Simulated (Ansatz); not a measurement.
MgS (zinc blende, space group No. 216), PBE (plane waves, PAW; program Ansatz), all energies at zero smearing, with the estimated change up to a 700 eV cutoff added, with one set of potentials and settings (totals compare only within such a set). Cell of 2 atoms (1 Mg, 1 S): -2828.721 eV.

| element | reference phase | E (eV/atom) |
|---|---|---|
| Mg | P6_3/mmc, 2 atoms in the cell | -1923.8026 |
| S | Fddd, 32 atoms in the cell | -902.0599 |

Formation energy per atom, worked out: (-2828.721 − 1×(-1923.8026) − 1×(-902.0599))/2 = -1.429 eV/atom (-138 kJ per mol of atoms), at 0 K, without zero-point energy or fitted corrections.

Space group F-43m (zinc blende). The workflow started from a Materials Project entry (that database holds measured and hypothetical structures alike); the Crystallography Open Database copy checked does not list it. COD files the formula under space group No. 225, so this cell is another polymorph or a model. Its standing as an ambient phase is unchecked. The PBE relaxation kept the symmetry of its start; its stability against distortions is not shown here. The references are the lowest solids computed at this level, not always the standard phases.

Potentials: the later of the program's two PAW sets.
